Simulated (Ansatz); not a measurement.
Relaxed CaO (rock salt):

```
CaO
1.0
    0.00000     2.41535     2.41535
    2.41535     0.00000     2.41535
    2.41535     2.41535     0.00000
O Ca
1 1
Direct
  0.00000   0.00000   0.00000
  0.50000   0.50000   0.50000
```

Scan: atom 2 (Ca, nearest neighbour O at 2.415 Å; its periodic images, 3.4 Å or more away, move with it) is displaced along Cartesian [111], direction (0.577, 0.577, 0.577) in Cartesian axes, by s. The other atoms stay.

These are PBE (plane waves to 420 eV, PAW, scalar-relativistic; Ansatz, a program for electronic structure) values and carry that method's errors. k mesh 10×10×10 (Γ-centred), Fermi-Dirac smearing 0.05 eV. Energies are smeared free energies. CaO was relaxed with its symmetry unable to fall. ΔE is measured from the undisplaced structure.

```
s (Å)   ΔE (meV/cell)
------  -------------
-0.720            771
-0.576            493
-0.432            272
-0.288            118
-0.144             29
0.000               0
0.144              29
0.288             118
0.432             272
0.576             493
0.720             771
```

**Question.** What force constant k = d²E/ds² at s = 0 does the table give?

**Answer.** 2.7 eV/Å². It is the second difference of the nearest points, corrected with the next pair.

**Question.** With k = 2.75 eV/Å² from the forces, is the well harmonic out to s = 0.720 Å?

**Answer.** ½ks² = 714 meV/cell against the computed 771 meV/cell, so the well is stiffer than harmonic there.

(For displaced atoms, the force is minus the slope of the energy, and its curvature is a force constant, which sets phonon frequencies.)
